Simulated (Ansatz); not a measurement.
YTiGe in space group I4/mmm (No. 139; Ge on 4e, Ti on 4c, Y on 4e), r²SCAN in the plane-wave PAW code Ansatz, all energies at zero smearing, with the estimated change up to a 700 eV cutoff added, with one set of potentials and settings (totals compare only within such a set). Cell of 6 atoms (2 Ge, 2 Ti, 2 Y): -21338.503 eV.

```tsv
element	reference phase	E (eV/atom)
Ge	Fd-3m, 2 atoms in the cell	-4302.9041
Ti	P6/mmm, 3 atoms in the cell	-2504.3896
Y	P6_3/mmc, 2 atoms in the cell	-3859.7073
```

Formation energy per atom, worked out: (-21338.503 − 2×(-4302.9041) − 2×(-2504.3896) − 2×(-3859.7073))/6 = -0.750 eV/atom (-72 kJ per mol of atoms), at 0 K, without zero-point energy or fitted corrections.

The workflow started from an entry of the Crystallography Open Database (COD), which files this formula under 2 space groups. Its standing as an ambient phase is unchecked. Symmetry was held in the r²SCAN relaxation; whether a distortion lowers the energy is not shown. The run is not spin-polarised. The references are the lowest solids computed at this level, not always the standard phases.

Potentials: the later of the program's two PAW sets.
